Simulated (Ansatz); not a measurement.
## Computed properties of SiSnO3

SiSnO$_{3}$:
```xyz
5
Lattice="3.4654 0.0000 0.0000 0.0000 3.4654 0.0000 0.0000 0.0000 4.6916" Properties=species:S:1:pos:R:3 pbc="T T T"
Si     1.7327     1.7327     2.3005
Sn     0.0000     0.0000     0.0704
O      1.7327     1.7327     3.9314
O      1.7327     0.0000     1.7892
O      0.0000     1.7327     1.7892
```

Space group P4mm (No. 99); conventional cell a = b = 3.4654 Å, c = 4.6916 Å, α = β = γ = 90.00°.

Method: PBEsol (plane waves, PAW; program Ansatz). Geometry: relaxed at this level of theory. Other levels are named where they apply.

### Cell and energy

```yaml
volume_per_atom: 11.27 Å³
density: 5.74 g/cm³
Formation energy from the elements (no fitted shifts): -1.90 eV/atom
```

### Electronic structure

```yaml
band_gap: 0.71 eV (indirect)
valence_band_maximum: at X
conduction_band_minimum: at Γ
smallest_direct_gap_on_the_standard_path: 1.43 eV
electron_effective_mass: 0.38, 0.38, 0.78 mₑ (principal values)
hole_effective_mass: 0.16, 0.65, 1.6 mₑ (principal values)
```

### Mechanics

```yaml
Bulk modulus (Birch–Murnaghan fit): 94.7 GPa
Pressure derivative B′: 3.1
Elastic constants (relaxed ions, GPa): C11 = 256, C12 = 203, C13 = 73.8, C33 = 97.2, C44 = 40.2, C66 = 178
mechanical_stability: stable (all eigenvalues of C positive)
hill_bulk_and_shear_moduli: 120 and 55.5 GPa
Young's modulus: 144 GPa
Poisson's ratio: 0.30
debye_temperature_from_the_elastic_constants: 461 K
Piezoelectric stress constants (proper, relaxed ions, C/m²): e15 = e24 = 6.12, e31 = e32 = 1.24, e33 = 1.39
```

### Dielectric response

```yaml
Electronic dielectric constant ε∞ (DFPT): 6.45 (xx = yy), 5.34 (zz)
Static dielectric constant ε0 (ions relaxed, cell fixed): 93.4 (xx = yy), 16.0 (zz)
Born charges (a third of the trace): Si +4.05, Sn +3.85, O -2.82 to -2.54 e
```

### Phonons

```yaml
Highest zone-centre frequency (without LO–TO term): 863 cm^-1
zone_centre_stability: no imaginary mode at Γ
```

A made-up cell: these elements were put on the sites of a structure type; neither database checked (COD, Materials Project) lists it. Its standing as an ambient phase is unchecked. The PBEsol relaxation kept the symmetry of its start. Signs of piezoelectric constants follow the polarity of the cell as given. The references are the lowest solids computed at this level, not always the standard phases (solids in place of the gases). Scalar-relativistic: spin–orbit coupling is off unless named, which matters more the heavier the elements.

Potentials: the later of the program's two PAW sets.
